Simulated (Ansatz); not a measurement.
Data:

Re:
Space group Im-3m (No. 229); a = 3.0962 Å, b = 3.0962 Å, c = 3.0962 Å, α = 90.00°, β = 90.00°, γ = 90.00°

```json
[
 {"atom": "Re", "site": "2a", "symmetry": "m-3m", "x": "0.0000", "y": "0.0000", "z": "0.0000"}
]
```
(The calculation used a cell of 1 atom; values per cell refer to that cell.)

This is the r²SCAN-relaxed structure.

### Question
All from the program Ansatz at the r²SCAN level (PAW), unless another level is named. Estimate the density of states at the Fermi level.

### Answer
0.93 states/eV per atom (mean over ±0.08 eV).

### Question
And the gap with spin–orbit coupling?

### Answer
none (metallic).

A made-up cell: these elements were put on the sites of a structure type; the Crystallography Open Database copy checked does not list it. It is not the phase usual at ambient conditions (space group No. 194). Symmetry was held in the r²SCAN relaxation; whether a distortion lowers the energy is not shown. The run is not spin-polarised. Scalar-relativistic: spin–orbit coupling is off unless named, which matters more the heavier the elements.

Potentials: the later of the program's two PAW sets.
